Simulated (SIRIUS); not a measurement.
Consider a self-consistent single point of ZnSe (F-43m, 8 atoms in the cell; from Materials Project mp-1190, changed as shown).

```yaml
crystal:
  lattice:
    - [5.55159, 0.00000, 0.00000]
    - [0.00000, 5.55159, 0.00000]
    - [0.00000, 0.00000, 5.55159]
  atoms:
    - { symbol: Zn, position: [0.00000, 0.00000, 0.00000] }
    - { symbol: Zn, position: [0.00000, 0.50000, 0.50000] }
    - { symbol: Zn, position: [0.50000, 0.00000, 0.50000] }
    - { symbol: Zn, position: [0.50000, 0.50000, 0.00000] }
    - { symbol: Se, position: [0.25000, 0.25000, 0.25000] }
    - { symbol: Se, position: [0.25000, 0.75000, 0.75000] }
    - { symbol: Se, position: [0.75000, 0.25000, 0.75000] }
    - { symbol: Se, position: [0.75000, 0.75000, 0.25000] }
```

Level of theory: PBE, GBRV PBE ultrasoft pseudopotentials (plane waves; SIRIUS 7.12.0).

SIRIUS settings:

```
key                                                                   value
--------------------------------------  -----------------------------------
parameters.ngridk                                                     6 6 6
parameters.xc_functionals                      [XC_GGA_X_PBE, XC_GGA_C_PBE]
parameters.gk_cutoff                                           6.325 1/bohr
parameters.pw_cutoff                                          14.143 1/bohr
parameters.smearing                                             fermi_dirac
parameters.smearing_width                                    0.000734986 Ha
potentials                              GBRV PBE ultrasoft pseudopotentials
parameters.electronic_structure_method                      pseudopotential
parameters.num_bands                                                     62
parameters.num_mag_dims                                                   0
parameters.num_dft_iter                                                 100
parameters.energy_tol                                              1e-07 Ha
parameters.density_tol                                                1e-06
mixer.type                                                         broyden2
mixer.beta                                                              0.5
mixer.use_hartree                                                      true
```

### Question
Estimate, at this level of theory: gap on the k-point mesh and pressure.

### Answer
The run gave:

* **Gap on the k-point mesh**: 1.54 eV
* **Pressure**: 6.92 GPa

The gap is read on the k-point mesh of the run and can differ from the gap over the whole zone at this level.

For comparison: a first run was changed to give this one (lattice scaled by 0.98), and from it to this one the free energy goes up by 37.7 meV/atom, the pressure goes from 2.30 to 6.92 GPa and the gap on the mesh goes from 1.288 to 1.536 eV.

The structure comes from a collection of computed structures, made at another level of theory; the collection holds predicted forms beside known ones.

Cost on one core: roughly 120 core-seconds.
